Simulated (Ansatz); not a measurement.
The start is a generated trial cell of As in the lonsdaleite structure type. The structure is fully relaxed (lattice and positions, P = 0) with PBEsol (plane waves to 420 eV, PAW, scalar-relativistic; Ansatz, a program for electronic structure). First-step values are on the input's coarse k-mesh.

Ansatz input (later rounds restart from its end on a renewed k-mesh):
Ansatz 0.2 input:
```yaml
crystal:
  lattice:
    - [3.895238, 0, 0]
    - [-1.947619, 3.373375, 0]
    - [0, 0, 6.496722]
  atoms:
    - { symbol: As, position: [0.33333333, 0.66666667, 0.05995] }
    - { symbol: As, position: [0.66666667, 0.33333333, 0.55995] }
    - { symbol: As, position: [0.66666667, 0.33333333, 0.94005] }
    - { symbol: As, position: [0.33333333, 0.66666667, 0.44005] }
basis: { ecutwfc: 420, ecutrho_ratio: 4, xc_grid: 2, fft_grid_basis: typed }
kpoints: { mp_grid: { grid: [7, 7, 4] } }
hamiltonian:
  xc: pbesol
  dispersion: none
  pseudopotentials: { azcp: { folder: ./paw }, kind: paw }
scf: { occupations: { method: fermi_dirac, width: 0.05 } }
relax: { f_tol: 0.01, max_steps: 100, cell: { stress_tol: 0.02 } }
output: { forces: true, stress: true }
```

How large is the pressure on the unrelaxed cell, and of which sign?

+21 GPa (positive: the cell is compressed).

By how much does the energy per atom fall from start to end?

0.44 eV/atom.

What band gap does the relaxed structure have at this level?

No gap (metallic).

Give the final cell and atomic positions.


Space group P6₃/mmc (No. 194); a = b = 4.5488 Å, c = 5.6425 Å, α = β = 90.00°, γ = 120.00°

```tsv
atom	site	symmetry	x	y	z
As	4f	3m.	0.3333	0.6667	0.0315
```

The space group stays P6₃/mmc (No. 194) (the run could not lower it), with 4 atoms in the primitive cell. Final values are on a 12×12×8 k-mesh of the relaxed cell. No spin polarisation in the result.

The run could not lose the symmetry of its start: the end is stationary, and may be a saddle point rather than a minimum.

The relaxed structure here is a generated cell of As: the first start was made by placing the elements on the sites of a structure type, and the end was not matched to a known phase here, so it may be hypothetical. Known forms of As include space group No. 166.
